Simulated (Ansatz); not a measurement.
**Relaxing a structure of ScCo**

The start is a relaxed ScCo cell, doubled along one cell vector, shaken by Gaussian noise of σ = 0.08 Å a coordinate. A full variable-cell relaxation at zero pressure is run with PBE (plane waves to 420 eV, PAW, scalar-relativistic; Ansatz, a quantum-chemistry and plane-wave program). The first steps use a coarse 5×9×7 k-mesh.

The start:
```
ScCo
1.0
    8.43233     0.00000     0.00000
   -2.10808     3.65131     0.00000
    0.00000     0.00000     4.52466
Co Sc
4 4
Direct
  0.99542   0.99376   0.98901
  0.47980   0.99610   0.96336
  0.99317   0.99406   0.52278
  0.51422   0.03149   0.49982
  0.17369   0.68716   0.25546
  0.68552   0.68228   0.24269
  0.34859   0.35798   0.71496
  0.84636   0.34686   0.74837
```
Spin-polarised start, with parallel moments on Co.

```yaml
largest_initial_force: 2.09 eV/Å, on Co2 (atoms numbered as listed)
relative_to_the_parent: It returns to the parent structure, P6₃/mmc (No. 194)
band_gap_at_the_end: no gap (metallic)
moments_at_the_end: net 0.26 μB/atom, ferrimagnetic
optimiser_moves: 7
```

The end point of the relaxation:

Space group P6₃/mmc (No. 194); a = 4.2162 Å, b = 4.2162 Å, c = 4.5249 Å, α = 90.00°, β = 90.00°, γ = 120.00°

| atom | site | symmetry | x | y | z |
|---|---|---|---|---|---|
| Co | 2a | -3m. | 0.0000 | 0.0000 | 0.0000 |
| Sc | 2d | -6m2 | 0.6667 | 0.3333 | 0.2500 |

Final values are on a 13×13×10 k-mesh of the relaxed cell. Spin state reached: ferrimagnetic (net 0.26 μB/atom), from parallel starting moments; other spin orders were not run from this start.

The relaxed structure here is a generated cell of ScCo: the first start was made by placing the elements on the sites of a structure type, and the end was not matched to a known phase here, so it may be hypothetical.
